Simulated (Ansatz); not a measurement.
Ga₂Pt (fluorite type, space group Fm-3m)

```yaml
crystal:
  lattice:
    - [0.00000, 2.93463, 2.93463]
    - [2.93463, 0.00000, 2.93463]
    - [2.93463, 2.93463, 0.00000]
  atoms:
    - { symbol: Ga, position: [0.75000, 0.75000, 0.75000] }
    - { symbol: Ga, position: [0.25000, 0.25000, 0.25000] }
    - { symbol: Pt, position: [0.00000, 0.00000, 0.00000] }
```

The slice is a {100} plane (indices of the conventional cell) through the point (0.750, 0.750, 0.750) (fractional), spanned by u = [100] and v = [0 1 -1] in vectors of this cell: u (4.15 Å) and v (4.15 Å, at 90° to u). It covers one period; positions are fractions (u, v).

Level of theory: LDA (plane waves to 420 eV, PAW, scalar-relativistic; Ansatz, an electronic-structure program). k mesh 14×14×14. Inside the PAW spheres the values are not all-electron values, and peaks at nuclei hang on which shells count as valence. Ga2Pt is run without spin polarisation. Ga2Pt was relaxed with its symmetry unable to fall. Spin-orbit coupling is left out, though Pt is heavy. This is a high-temperature form of Ga2Pt.

Question: Predict the map of the electrostatic potential energy of an electron, from the cell's mean on the slice.

Answer: 
```
|xxxxxxxxxxxx..**%%@@@@@@@@@@@@@@%%**..xxxxxxxxxx|
|xxxxxxxxxxxx--**%%@@@@@@@@@@@@@@%%**--xxxxxxxxxx|
|xxxxxxxxxx  ++##@@@@@@@@@@@@@@@@@@##++  xxxxxxxx|
|xxxxxxxxxx--**%%@@@@%%%%%%%%%%@@@@%%**--xxxxxxxx|
|xxxxxx  --**##%%%%####******####%%%%##**--  xxxx|
|  ..--++**##%%##**++--..  ..--++**##%%##**++--..|
|****####%%%%##**--  xxxxxxxxxx  --**##%%%%####**|
|%%%%%%@@@@%%**--xxxxxxxxxxxxxxxxxx--**%%@@@@%%%%|
|@@@@@@@@@@##++  xxxxxxxxxxxxxxxxxx  ++##@@@@@@@@|
|@@@@@@@@%%**--xxxxxxxxxxxxxxxxxxxxxx--**%%@@@@@@|
|@@@@@@@@%%**..xxxxxxxxxxxxxxxxxxxxxx..**%%@@@@@@|
|@@@@@@@@%%**  xxxxxxxxxxxxxxxxxxxxxx  **%%@@@@@@|
|@@@@@@@@%%**..xxxxxxxxxxxxxxxxxxxxxx..**%%@@@@@@|
|@@@@@@@@%%**--xxxxxxxxxxxxxxxxxxxxxx--**%%@@@@@@|
|@@@@@@@@@@##++  xxxxxxxxxxxxxxxxxx  ++##@@@@@@@@|
|%%%%%%@@@@%%**--xxxxxxxxxxxxxxxxxx--**%%@@@@%%%%|
|****####%%%%##**--  xxxxxxxxxx  --**##%%%%####**|
|  ..--++**##%%##**++--..  ..--++**##%%##**++--..|
|xxxxxx  --**##%%%%####******####%%%%##**--  xxxx|
|xxxxxxxxxx--**%%@@@@%%%%%%%%%%@@@@%%**--xxxxxxxx|
|xxxxxxxxxx  ++##@@@@@@@@@@@@@@@@@@##++  xxxxxxxx|
|xxxxxxxxxxxx--**%%@@@@@@@@@@@@@@%%**--xxxxxxxxxx|
|xxxxxxxxxxxx..**%%@@@@@@@@@@@@@@%%**..xxxxxxxxxx|
|xxxxxxxxxxxx  **%%@@@@@@@@@@@@@@%%**  xxxxxxxxxx|
```
Scale: ten equal steps from 0.00 (start of ' ') to 8.43 (end of '@'), in the order ' .:-=+*#%@'. Values: electrostatic potential energy of an electron, from the cell's mean, in eV. The map has 24 points along u (two characters each, u = 0 at the left) and 24 along v (v = 0 in the bottom row). Points within 1 Å of a nucleus are blanked (x), as the pseudised field means little there. Values under 0 eV are set to 0. The zero, the cell's mean, hangs on the PAW cores.
